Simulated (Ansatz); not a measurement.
AlNi₃ (Cu3Au type)

```xyz
4
Lattice="3.5261 0.0000 0.0000 0.0000 3.5261 0.0000 0.0000 0.0000 3.5261" Properties=species:S:1:pos:R:3 pbc="T T T"
Al     0.0000     0.0000     0.0000
Ni     0.0000     1.7631     1.7631
Ni     1.7631     0.0000     1.7631
Ni     1.7631     1.7631     0.0000
```

The slice is a {100} plane (indices of the conventional cell) through the point (0.500, 0.000, 0.500) (fractional), spanned by u = [100] and v = [010] in vectors of this cell: u (3.53 Å) and v (3.53 Å, at 90° to u). It covers one period; positions are fractions (u, v).

Computed with r2SCAN (plane waves to 500 eV, PAW, scalar-relativistic; Ansatz, a program for electronic structure). k mesh 13×13×13. Inside the PAW spheres the values are not all-electron values, and peaks at nuclei hang on which shells count as valence. AlNi3 was relaxed with its symmetry unable to fall. Relaxed AlNi3 ends ferromagnetic. The magnetic order is the one the run started from; other orders were not tried.

**Question.** What is the valence density on the shortest Ni–Ni line in this plane (2.49 Å), at its midpoint?

**Answer.** 0.33 e/Å³.

**Question.** What is the ELF at the midpoint of the shortest Ni–Ni line in this plane (2.49 Å)?

**Answer.** 0.28.

**Question.** Predict the map of the electron localisation function (ELF) on the slice.

**Answer.** 
```
v \ u  0.00  0.12  0.25  0.38  0.50  0.62  0.75  0.88
-----  ----  ----  ----  ----  ----  ----  ----  ----
0.88      x  0.27  0.18  0.30  0.27  0.30  0.18  0.27
0.75   0.19  0.17  0.28  0.18  0.19  0.18  0.28  0.17
0.62   0.24  0.27  0.17  0.27     x  0.27  0.17  0.27
0.50   0.28  0.24  0.19     x     x     x  0.19  0.24
0.38   0.24  0.27  0.17  0.27     x  0.27  0.17  0.27
0.25   0.19  0.17  0.28  0.18  0.19  0.18  0.28  0.17
0.12      x  0.27  0.18  0.30  0.27  0.30  0.18  0.27
0.00      x     x  0.19  0.27  0.32  0.27  0.19     x
```

Values: electron localisation function (ELF). Points within 0.5 Å of a nucleus are blanked (x), as the pseudised field means little there.
